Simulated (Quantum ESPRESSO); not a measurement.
**Band energies of GaAlN₂ at -2 % biaxial strain**

```xyz
4
Lattice="3.0801 0.0000 0.0000 0.0000 3.0801 0.0000 0.0000 0.0000 4.5183" Properties=species:S:1:pos:R:3 pbc="T T T"
N      1.5401     0.0000     3.3438
N      0.0000     1.5401     1.1744
Al     1.5401     1.5401     2.2591
Ga     0.0000     0.0000     0.0000
```

norm-conserving PBEsol (Quantum ESPRESSO, 84 Ry, no spin-orbit coupling); path ΓXMΓZRAZ,XR,MA; energies in eV from the valence-band maximum.

```
k (1/Å)  point  band 9  band 10  band 11  band 12  band 13  band 14  band 15  band 16
-------  -----  ------  -------  -------  -------  -------  -------  -------  -------
0.00         Γ   -2.22    -2.22    -0.40     0.00     0.00     2.87     3.56     8.01
0.68             -4.43    -3.47    -1.75    -1.43    -0.23     5.60     6.26     8.67
1.02         X   -4.66    -3.23    -3.19    -0.88    -0.58     7.17     7.23     8.29
1.47             -4.54    -2.95    -2.93    -2.00    -2.00     5.27     5.53     7.70
2.04         M   -4.97    -2.52    -2.49    -2.49    -2.47     3.09     3.09     6.10
2.25             -4.81    -2.72    -2.71    -2.40    -2.37     3.36     3.57     6.36
2.97             -3.29    -3.17    -2.08    -0.99    -0.81     4.91     5.59     8.81
3.48         Γ   -2.22    -2.22    -0.40     0.00     0.00     2.87     3.56     8.01
3.71             -2.11    -2.11    -0.97    -0.17    -0.17     3.41     3.94     8.14
4.18         Z   -2.82    -1.50    -1.50    -0.94    -0.94     5.16     5.22     8.03
4.48             -3.61    -1.53    -1.38    -1.18    -0.85     5.62     5.88     8.06
5.20         R   -6.39    -1.08    -0.88    -0.87    -0.48     5.18     6.53     9.14
5.91             -5.02    -3.82    -3.36    -2.35    -2.26     6.08     6.22     8.05
6.22         A   -4.41    -4.12    -3.38    -3.37    -3.37     5.84     5.84     8.90
6.58             -4.93    -3.89    -3.71    -2.11    -1.86     6.23     6.26     7.98
7.21             -3.90    -2.24    -1.96    -1.11    -0.67     6.16     6.76     8.02
7.66         Z   -2.82    -1.50    -1.50    -0.94    -0.94     5.16     5.22     8.03
7.66         X   -4.66    -3.23    -3.19    -0.88    -0.58     7.17     7.23     8.29
7.76             -4.83    -3.04    -3.04    -0.88    -0.58     7.11     7.19     8.29
8.36         R   -6.39    -1.08    -0.88    -0.87    -0.48     5.18     6.53     9.14
8.36         M   -4.97    -2.52    -2.49    -2.49    -2.47     3.09     3.09     6.10
9.05         A   -4.41    -4.12    -3.38    -3.37    -3.37     5.84     5.84     8.90
```

The PBEsol gap is direct, 2.87 eV at Γ.

Spin-orbit splittings are left out.

Geometry strained from the cell relaxed with PBEsol, atoms relaxed again.

The structure is a Materials Project entry; no match was found in the copy of COD used, and its stability was not checked.
